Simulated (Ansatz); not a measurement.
Relaxed-ion elastic tensor of TiS (NiAs type, P6_3/mmc) in GPa (Voigt order), the program Ansatz at the PBEsol level (PAW); density 4.52 g/cm³, 14.67 Å³ per atom.

```
 227  89.2   104   0.0   0.0   0.0
89.2   227   104   0.0   0.0   0.0
 104   104   243   0.0   0.0   0.0
 0.0   0.0   0.0  79.1   0.0   0.0
 0.0   0.0   0.0   0.0  79.1   0.0
 0.0   0.0   0.0   0.0   0.0  68.8
```

Problem. Is the crystal mechanically stable?

Solution. Yes: the smallest eigenvalue of C is 68.8 GPa.

Problem. Work out the Voigt, Reuss and Hill averages.

Solution. K_V = 143, K_R = 143, K_H = 143; G_V = 72.0, G_R = 71.4, G_H = 71.7 GPa.

Problem. Give Young's modulus, Poisson's ratio, Pugh's ratio and the universal anisotropy index.

Solution. E = 9KG/(3K + G) = 184 GPa; ν = 0.29; K/G = 2.00 (ductile by the Pugh limit of 1.75); A_U = 5G_V/G_R + K_V/K_R − 6 = 0.04.

Problem. Estimate the sound speeds and the Debye temperature.

Solution. v_l = √((K + 4G/3)/ρ) = 7270 m/s, v_t = √(G/ρ) = 3980 m/s, mean 4440 m/s; Θ = (h/k)(3n/4πV)^(1/3) v_m = 540 K.

Problem. Solve the Christoffel equation for the three sound speeds along x, y, z.

Solution. Eigenvalues of C_ijkl n_j n_l equal ρv². In km/s, slowest first: x 3.90, 4.18, 7.08; y 3.90, 4.18, 7.08; z 4.18, 4.18, 7.33.

Problem. How much does each axis shrink under pressure?

Solution. Linear compressibilities β_i = Σ_j S_ij (j = 1 to 3): x 2.5, y 2.5, z 2.0 per TPa.

The workflow started from an entry of the Crystallography Open Database (COD), which files this formula under 2 space groups. Whether it is the stable phase at ambient conditions was not checked. Symmetry was held in the PBEsol relaxation; its stability against distortions is not shown here. No spin polarisation was allowed. As this level gives no gap, shear constants depend on the k-mesh and smearing (Fermi–Dirac, 0.1 eV here). On the denser mesh and wider smearing of the elastic run this cell carries a stress of 0.4 GPa.

Potentials: the later of the program's two PAW sets.
